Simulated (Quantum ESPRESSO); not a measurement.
```xyz
12
Lattice="7.6055 0.0000 0.0000 0.0000 4.8322 0.0000 0.0000 0.0000 9.0219" Properties=species:S:1:pos:R:3 pbc="T T T"
Si     5.7273     1.2080     5.4493
Si     1.8782     3.6241     3.5726
Si     5.6809     3.6241     0.9384
Si     1.9246     1.2080     8.0835
Ca     2.6289     3.6241     0.6773
Ca     4.9766     1.2080     8.3446
Ca     1.1738     1.2080     5.1882
Ca     6.4316     3.6241     3.8337
Ca     0.1452     1.2080     1.6112
Ca     7.4603     3.6241     7.4106
Ca     3.6575     3.6241     6.1221
Ca     3.9479     1.2080     2.8997
```

The geometry is that of Materials Project entry mp-2517, symmetrised and not relaxed again.

**Question.** What does PBEsol (pw.x of Quantum ESPRESSO, ONCV potentials, no spin-orbit coupling) give for the electronic structure near the Fermi level?

**Answer.** The PBEsol gap is direct, 0.23 eV at Γ. 

The structure is a Materials Project entry; no match was found in the copy of COD used, and its stability was not checked.

Letters of k points follow the standard setting of the lattice, whose axes may be ordered differently from the printed cell.
